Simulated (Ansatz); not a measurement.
**Relaxing a structure of YCl**

The start is a generated cell, YCl placed in the AFLOW prototype AB_hP6_154_a_b (B9, as in HgS). A full variable-cell relaxation at zero pressure is run with PBEsol (plane waves to 420 eV, PAW, scalar-relativistic; Ansatz, an electronic-structure program). First-step values are on the input's coarse k-mesh.

Ansatz input (later rounds restart from its end on a renewed k-mesh):
Ansatz 0.2 input:
```yaml
crystal:
  lattice:
    - [4.4186744, 0, 0]
    - [-2.2093372, 3.8266843, 0]
    - [0, 0, 10.1229752]
  atoms:
    - { symbol: Cl, position: [0.7198, 0, 0.66666667] }
    - { symbol: Cl, position: [0, 0.7198, 0.33333333] }
    - { symbol: Cl, position: [0.2802, 0.2802, 0] }
    - { symbol: Y, position: [0.4889, 0, 0.16666667] }
    - { symbol: Y, position: [0, 0.4889, 0.83333333] }
    - { symbol: Y, position: [0.5111, 0.5111, 0.5] }
basis: { ecutwfc: 420, ecutrho_ratio: 4, xc_grid: 2, fft_grid_basis: typed }
kpoints: { mp_grid: { grid: [6, 6, 3] } }
hamiltonian:
  xc: pbesol
  dispersion: none
  pseudopotentials: { kind: paw }
scf: { occupations: { method: fermi_dirac, width: 0.05 } }
relax: { f_tol: 0.01, max_steps: 100, cell: { stress_tol: 0.02 } }
output: { forces: true, stress: true }
```

- Initial pressure: -3 GPa (negative: the cell is under tension)
- Largest initial force: about 1.0 eV/Å, on Y4, Y5, Y6 (atoms numbered as listed)
- Outcome: The space group goes from P3₂21 (No. 154) to R-3m (No. 166), with 2 atoms in the primitive cell
- Volume change: -28.4 %, from 28.53 to 20.42 Å³/atom
- Shortest distances (start → end): The closest pairs of elements (up to four, under 3.6 Å), start → end: Cl–Y 2.52 → 2.74 Å
- Band gap at the end: zero (metallic)
- Optimiser moves: 12

It ends as:

Space group R-3m, hexagonal axes (No. 166); a = b = 4.0057 Å, c = 8.8188 Å, α = β = 90.00°, γ = 120.00°

```
atom  site  symmetry       x       y       z
----  ----  --------  ------  ------  ------
Cl      3a       -3m  0.0000  0.0000  0.0000
Y       3b       -3m  0.0000  0.0000  0.5000
```
(The calculation used a cell of 2 atoms; values per cell refer to that cell.)

Final values are on a 14×14×14 k-mesh of the relaxed cell. No spin polarisation in the result. The d or f electrons are treated with no Hubbard U.

The run could not lose the symmetry of its start.

The first start was generated by placing the elements on the sites of a structure type. A measured structure of YCl has the same space group, R-3m (No. 166); the sites were not compared with it.
